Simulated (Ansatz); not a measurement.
Cu Kα1 powder pattern (kinematic, no thermal factors).
2θ (°) (relative intensity): 17.20 (100), 19.15 (74), 25.85 (22), 27.21 (17), 32.37 (10), 34.80 (1), 38.86 (76), 40.02 (56), 42.78 (33), 43.67 (16), 44.72 (55), 47.26 (7), 53.14 (2), 53.30 (1), 56.12 (24), 57.01 (35), 57.16 (1), 59.16 (12), 59.86 (3), 60.86 (10), 62.78 (1), 63.47 (2), 66.30 (3), 67.89 (2), 71.14 (8), 71.28 (1), 73.46 (3), 73.69 (3), 74.46 (23), 76.35 (1), 76.74 (3), 79.98 (5), 81.08 (1), 83.41 (7), 84.15 (10), 85.98 (4), 86.36 (8), 86.59 (2), 87.46 (7), 89.54 (5)

The pattern is computed from a structure relaxed with DFT PBE, scalar-relativistic, plane waves, PAW (Ansatz 0.2.0). No spin polarisation. Its elements are Al, F, V.

Problem. Give the structure.

Solution. Al3VF.
Space group P4mm (No. 99). a = 4.631 Å, b = 4.631 Å, c = 5.152 Å, α = 90.00°, β = 90.00°, γ = 90.00°
| atom | site | symmetry | x | y | z |
| --- | --- | --- | --- | --- | --- |
| Al | 2c | 2mm. | 0.0000 | 0.5000 | 0.3865 |
| Al | 1b | 4mm | 0.5000 | 0.5000 | 0.0989 |
| V | 1b | 4mm | 0.5000 | 0.5000 | 0.5883 |
| F | 1a | 4mm | 0.0000 | 0.0000 | 0.3124 |

A pattern alone doesn't exclude other cells with like lines; this is the one computed.

Another cell of Al3VF relaxed alike, in Immm, lies 281 meV/atom lower, so this cell isn't the stable form at this level.

The cell was found from a structure generator's guess, not taken from experiment.
